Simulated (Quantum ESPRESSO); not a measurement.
## GaZn2S3F (one run as intended and one with a planted mistake)

A calculation, not a measurement. The program is pw.x of Quantum ESPRESSO 7.5 (plane-wave density functional theory). The cell is made up: 7 atoms on a zincblende/diamond lattice with one site empty, with randomly drawn elements, strain and displacements, not relaxed. PseudoDojo standard norm-conserving files (v0.5 for PBE, v0.4.1 for LDA and PBEsol) set the functional; there is no spin polarisation, spin-orbit coupling or dispersion term, and the masses in the input are unused placeholders.

Intended input:

```
&control calculation='scf', pseudo_dir='./dojo.nc.sr.pbe.v0_5.standard.upf', outdir='./o', disk_io='medium', tprnfor=.true., tstress=.true. /
&system ibrav=0, nat=7, ntyp=4, nbnd=45, ecutwfc=84.00895049, nosym=.true., tot_charge=0,
 occupations='smearing', smearing='fd', degauss=0.0018374661
/
&electrons conv_thr=7.350e-09, electron_maxstep=60, /
ATOMIC_SPECIES
F 1.0 F.upf
Ga 1.0 Ga.upf
S 1.0 S.upf
Zn 1.0 Zn.upf
CELL_PARAMETERS angstrom
5.0924 0.0778 0.0141
0.0778 5.1877 -0.016
0.0141 -0.016 5.1067
ATOMIC_POSITIONS angstrom
Ga 0.033 2.5754 2.5231
Zn 2.5798 0.0217 2.5794
Zn 2.5968 2.6325 0.0129
S 1.2751 1.3057 1.2438
S 1.3279 3.9144 3.7834
S 3.8586 1.3286 3.8219
F 3.8808 3.9182 1.2509
K_POINTS automatic
4 4 4 1 1 1
```

The log is shortened where brackets say so; the opening notice, blank lines, dates and the lines on written files are dropped, and the path of the files is cut. It prints rydbergs, bohrs and kilobars, and counts compression as positive stress. Where no state is partly filled, the Fermi energy that it prints is only some level between the filled and the empty states on the mesh, and need not lie in the true gap.

Log of the intended run:

```
     Program PWSCF v.7.5
     Parallel version (MPI & OpenMP), running on       1 processor cores
     Number of MPI processes:                 1
     Threads/MPI process:                     1
     [start-up lines left out]
     bravais-lattice index     =            0
     lattice parameter (alat)  =       9.6244  a.u.
     unit-cell volume          =     910.1797 (a.u.)^3
     number of atoms/cell      =            7
     number of atomic types    =            4
     number of electrons       =        78.00
     number of Kohn-Sham states=           45
     kinetic-energy cutoff     =      84.0090  Ry
     charge density cutoff     =     336.0358  Ry
     scf convergence threshold =      7.3E-09
     mixing beta               =       0.7000
     number of iterations used =            8  plain     mixing
     Exchange-correlation= PBE
                           (   1   4   3   4   0   0   0)
     [axes and pseudopotential details left out]
   Cartesian axes
     site n.     atom                  positions (alat units)
         1        Ga     tau(   1) = (   0.0064795   0.5056731   0.4954041  )
         2        Zn     tau(   2) = (   0.5065370   0.0042607   0.5064585  )
         3        Zn     tau(   3) = (   0.5098749   0.5168845   0.0025329  )
         4        S      tau(   4) = (   0.2503626   0.2563708   0.2442169  )
         5        S      tau(   5) = (   0.2607297   0.7685823   0.7428607  )
         6        S      tau(   6) = (   0.7576261   0.2608672   0.7504201  )
         7        F      tau(   7) = (   0.7619850   0.7693284   0.2456110  )
     number of k points=    32  Fermi-Dirac smearing, width (Ry)=  0.0018
                       cart. coord. in units 2pi/alat
        k(    1) = (   0.1228172   0.1212612   0.1247058), wk =   0.0625000
        k(    2) = (   0.1221149   0.1220408   0.3740402), wk =   0.0625000
     [further k points left out]
     Dense  grid:    94677 G-vectors     FFT dimensions: (  60,  60,  60)
     Estimated max dynamical RAM per process >     131.69 MB
     Initial potential from superposition of free atoms
     starting charge      77.9970, renormalised to      78.0000
     Starting wfcs are   45 randomized atomic wfcs
     total cpu time spent up to now is        8.4 secs
     per-process dynamical memory:    73.9 Mb
     Self-consistent Calculation
     iteration #  1     ecut=    84.01 Ry     beta= 0.70
     Davidson diagonalization with overlap
     ethr =  1.00E-02,  avg # of iterations =  4.1
     Threshold (ethr) on eigenvalues was too large:
     Diagonalizing with lowered threshold
     Davidson diagonalization with overlap
     ethr =  7.07E-04,  avg # of iterations =  1.0
     total cpu time spent up to now is       46.4 secs
     total energy              =   -1104.51604907 Ry
     estimated scf accuracy    <       0.53528104 Ry
     iteration #  2     ecut=    84.01 Ry     beta= 0.70
     Davidson diagonalization with overlap
     ethr =  6.86E-04,  avg # of iterations =  3.2
     total cpu time spent up to now is       64.4 secs
     total energy              =   -1104.64089109 Ry
     estimated scf accuracy    <       0.41554957 Ry
     [iterations 3 to 8 left out]
     iteration #  9     ecut=    84.01 Ry     beta= 0.70
     Davidson diagonalization with overlap
     ethr =  1.84E-10,  avg # of iterations =  2.0
     total cpu time spent up to now is      188.3 secs
     total energy              =   -1104.73704607 Ry
     estimated scf accuracy    <       0.00000001 Ry
     iteration # 10     ecut=    84.01 Ry     beta= 0.70
     Davidson diagonalization with overlap
     ethr =  1.51E-11,  avg # of iterations =  2.8
     total cpu time spent up to now is      205.8 secs
     End of self-consistent calculation
     [lines on levels left out]
     the Fermi energy is     7.1242 ev
!    total energy              =   -1104.73704607 Ry
     estimated scf accuracy    <          1.8E-09 Ry
     smearing contrib. (-TS)   =      -0.00000000 Ry
     internal energy E=F+TS    =   -1104.73704607 Ry
     The total energy is F=E-TS. E is the sum of the following terms:
     one-electron contribution =    -891.86261656 Ry
     hartree contribution      =     473.07805738 Ry
     xc contribution           =    -161.85520367 Ry
     ewald contribution        =    -524.09728322 Ry
     convergence has been achieved in  10 iterations
     Forces acting on atoms (cartesian axes, Ry/au):
     atom    1 type  2   force =    -0.00316760    0.01210580    0.00855872
     atom    2 type  4   force =    -0.00579063   -0.00333881   -0.01520479
     atom    3 type  4   force =    -0.00766692    0.01056243    0.00652013
     atom    4 type  3   force =    -0.00965358   -0.01604222   -0.04053963
     atom    5 type  3   force =    -0.02706011    0.02259426    0.01121698
     atom    6 type  3   force =     0.05257213   -0.00131397    0.00451476
     atom    7 type  1   force =     0.00076671   -0.02456749    0.02493383
     Total force =     0.089961     Total SCF correction =     0.000127
     Computing stress (Cartesian axis) and pressure
          total   stress  (Ry/bohr**3)                   (kbar)     P=       51.11
   0.00030904  -0.00003861  -0.00010084           45.46       -5.68      -14.83
  -0.00003861   0.00034935   0.00003318           -5.68       51.39        4.88
  -0.00010084   0.00003318   0.00038385          -14.83        4.88       56.47
     init_run     :      7.69s CPU      8.26s WALL (       1 calls)
     electrons    :    194.86s CPU    197.40s WALL (       1 calls)
     forces       :      2.88s CPU      2.91s WALL (       1 calls)
     stress       :     11.84s CPU     11.93s WALL (       1 calls)
     [timing details left out]
     PWSCF        :   3m37.50s CPU   3m40.87s WALL
     JOB DONE.
```

A second run has one planted mistake: the self-consistency threshold is too loose. The input lines that differ, file-writing options aside:

```
- &electrons conv_thr=7.350e-09, electron_maxstep=60, /
+ &electrons conv_thr=1.470e-02, electron_maxstep=60, /
```

Its log:

```
     Program PWSCF v.7.5
     Parallel version (MPI & OpenMP), running on       1 processor cores
     Number of MPI processes:                 1
     Threads/MPI process:                     1
     [start-up lines left out]
     bravais-lattice index     =            0
     lattice parameter (alat)  =       9.6244  a.u.
     unit-cell volume          =     910.1797 (a.u.)^3
     number of atoms/cell      =            7
     number of atomic types    =            4
     number of electrons       =        78.00
     number of Kohn-Sham states=           45
     kinetic-energy cutoff     =      84.0090  Ry
     charge density cutoff     =     336.0358  Ry
     scf convergence threshold =      1.5E-02
     mixing beta               =       0.7000
     number of iterations used =            8  plain     mixing
     Exchange-correlation= PBE
                           (   1   4   3   4   0   0   0)
     [axes and pseudopotential details left out]
   Cartesian axes
     site n.     atom                  positions (alat units)
         1        Ga     tau(   1) = (   0.0064795   0.5056731   0.4954041  )
         2        Zn     tau(   2) = (   0.5065370   0.0042607   0.5064585  )
         3        Zn     tau(   3) = (   0.5098749   0.5168845   0.0025329  )
         4        S      tau(   4) = (   0.2503626   0.2563708   0.2442169  )
         5        S      tau(   5) = (   0.2607297   0.7685823   0.7428607  )
         6        S      tau(   6) = (   0.7576261   0.2608672   0.7504201  )
         7        F      tau(   7) = (   0.7619850   0.7693284   0.2456110  )
     number of k points=    32  Fermi-Dirac smearing, width (Ry)=  0.0018
                       cart. coord. in units 2pi/alat
        k(    1) = (   0.1228172   0.1212612   0.1247058), wk =   0.0625000
        k(    2) = (   0.1221149   0.1220408   0.3740402), wk =   0.0625000
     [further k points left out]
     Dense  grid:    94677 G-vectors     FFT dimensions: (  60,  60,  60)
     Estimated max dynamical RAM per process >     131.69 MB
     Initial potential from superposition of free atoms
     starting charge      77.9970, renormalised to      78.0000
     Starting wfcs are   45 randomized atomic wfcs
     total cpu time spent up to now is        7.0 secs
     per-process dynamical memory:    73.9 Mb
     Self-consistent Calculation
     iteration #  1     ecut=    84.01 Ry     beta= 0.70
     Davidson diagonalization with overlap
     ethr =  1.00E-02,  avg # of iterations =  4.1
     Threshold (ethr) on eigenvalues was too large:
     Diagonalizing with lowered threshold
     Davidson diagonalization with overlap
     ethr =  7.07E-04,  avg # of iterations =  1.0
     total cpu time spent up to now is       40.9 secs
     total energy              =   -1104.51604907 Ry
     estimated scf accuracy    <       0.53528104 Ry
     iteration #  2     ecut=    84.01 Ry     beta= 0.70
     Davidson diagonalization with overlap
     ethr =  6.86E-04,  avg # of iterations =  3.2
     total cpu time spent up to now is       59.0 secs
     total energy              =   -1104.64089109 Ry
     estimated scf accuracy    <       0.41554957 Ry
     iteration #  3     ecut=    84.01 Ry     beta= 0.70
     Davidson diagonalization with overlap
     ethr =  5.33E-04,  avg # of iterations =  2.0
     total cpu time spent up to now is       73.4 secs
     total energy              =   -1104.72991011 Ry
     estimated scf accuracy    <       0.02621702 Ry
     iteration #  4     ecut=    84.01 Ry     beta= 0.70
     Davidson diagonalization with overlap
     ethr =  3.36E-05,  avg # of iterations =  5.9
     total cpu time spent up to now is       91.4 secs
     End of self-consistent calculation
     [lines on levels left out]
     the Fermi energy is     7.1206 ev
!    total energy              =   -1104.73575531 Ry
     estimated scf accuracy    <       0.00288072 Ry
     smearing contrib. (-TS)   =      -0.00000000 Ry
     internal energy E=F+TS    =   -1104.73575531 Ry
     The total energy is F=E-TS. E is the sum of the following terms:
     one-electron contribution =    -891.23610383 Ry
     hartree contribution      =     472.39612587 Ry
     xc contribution           =    -161.79849412 Ry
     ewald contribution        =    -524.09728322 Ry
     convergence has been achieved in   4 iterations
     Forces acting on atoms (cartesian axes, Ry/au):
     atom    1 type  2   force =    -0.00500573    0.01316098    0.00697047
     atom    2 type  4   force =    -0.00493201   -0.00500798   -0.01621969
     atom    3 type  4   force =    -0.00661587    0.01190923    0.00838777
     atom    4 type  3   force =    -0.00843463   -0.01585945   -0.03893722
     atom    5 type  3   force =    -0.02569726    0.02105226    0.01100006
     atom    6 type  3   force =     0.04875585   -0.00105241    0.00431510
     atom    7 type  1   force =     0.00192965   -0.02420262    0.02448351
     Total force =     0.086397     Total SCF correction =     0.252558
     SCF correction compared to forces is large: reduce conv_thr to get better values
     Computing stress (Cartesian axis) and pressure
          total   stress  (Ry/bohr**3)                   (kbar)     P=       17.48
   0.00007714  -0.00004637  -0.00009340           11.35       -6.82      -13.74
  -0.00004637   0.00012121   0.00003416           -6.82       17.83        5.02
  -0.00009340   0.00003416   0.00015820          -13.74        5.02       23.27
     init_run     :      6.45s CPU      6.91s WALL (       1 calls)
     electrons    :     81.84s CPU     84.38s WALL (       1 calls)
     forces       :      2.76s CPU      2.79s WALL (       1 calls)
     stress       :      9.60s CPU      9.65s WALL (       1 calls)
     [timing details left out]
     PWSCF        :   1m40.78s CPU   1m43.96s WALL
     JOB DONE.
```

```
                                            intended run  run with the mistake
                          free energy (eV)    -15030.713            -15030.696
                    smearing term -TS (eV)        0.0000                0.0000
                            pressure (GPa)          5.11                  1.75
            largest force component (eV/Å)         1.352                 1.254
largest change of a force component (eV/Å)                               0.098
                                iterations            10                     4
```

For scale, a rerun of the intended cell at 1437 eV and a 6 x 6 x 6 mesh moved values by no more than 0.002 eV in energy, 0.02 GPa in stress and 0.002 eV/Å in force.